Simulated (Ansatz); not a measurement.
Ni$_{3}$Si (Cu3Au type)

```yaml
crystal:
  lattice:
    - [3.46456, 0.00000, 0.00000]
    - [0.00000, 3.46456, 0.00000]
    - [0.00000, 0.00000, 3.46456]
  atoms:
    - { symbol: Si, position: [0.00000, 0.00000, 0.00000] }
    - { symbol: Ni, position: [0.00000, 0.50000, 0.50000] }
    - { symbol: Ni, position: [0.50000, 0.00000, 0.50000] }
    - { symbol: Ni, position: [0.50000, 0.50000, 0.00000] }
```

This relaxed cell (volume V₀) is scaled evenly in all directions, its shape held. Symmetry pins the atoms to their sites.

The numbers are results of r2SCAN (plane waves to 500 eV, PAW, scalar-relativistic; Ansatz, a program for electronic structure), not measurements. k mesh 13×13×13 (Γ-centred), Fermi-Dirac smearing 0.05 eV. The energy includes the smearing's −TS. Compression counts positive. At this level the bands of Ni3Si touch or barely overlap. Ni3Si is run without spin polarisation. Ni3Si was relaxed with its symmetry unable to fall. The zero of ΔE is the relaxed starting cell. The last digit holds for this mesh only.

```json
[
 {"V (Å³/atom)": "8.733", "ΔE (meV/atom)": "277.8"},
 {"V (Å³/atom)": "9.066", "ΔE (meV/atom)": "165.7"},
 {"V (Å³/atom)": "9.398", "ΔE (meV/atom)": "87.1"},
 {"V (Å³/atom)": "9.731", "ΔE (meV/atom)": "36.2"},
 {"V (Å³/atom)": "10.064", "ΔE (meV/atom)": "8.5"},
 {"V (Å³/atom)": "10.396", "ΔE (meV/atom)": "0.0"},
 {"V (Å³/atom)": "10.729", "ΔE (meV/atom)": "7.5"},
 {"V (Å³/atom)": "11.062", "ΔE (meV/atom)": "28.3"},
 {"V (Å³/atom)": "11.395", "ΔE (meV/atom)": "60.2"},
 {"V (Å³/atom)": "11.727", "ΔE (meV/atom)": "101.1"},
 {"V (Å³/atom)": "12.060", "ΔE (meV/atom)": "withheld"}
]
```

Problem. Fit a third-order Birch-Murnaghan form (E₀, V₀, B₀, B₀′ free) to the given rows and predict ΔE at V = 12.060.

Solution. Least squares on the 10 given rows: ΔE = E₀ + (9V₀B₀/16)·y²·[2 + (B₀′ − 4)y], y = (V₀/V)^(2/3) − 1, with V₀ = 10.397 Å³/atom, B₀ = 239.7 GPa (160.2 GPa = 1 eV/Å³; the term in eV is multiplied by 1000), B₀′ = 4.71, E₀ = 0.02 meV/atom; root-mean-square residual 0.09 meV/atom. At 12.060 the fit gives 150.1 meV/atom; the calculation gives 149.6 meV/atom, so the extrapolation is off by 0.5 (+0.3 %). For the pressure the fit gives -25.1 GPa against the computed -24.9 GPa.

(Under strain, the slope of the energy per volume gives the stress and its curvature an elastic modulus.)
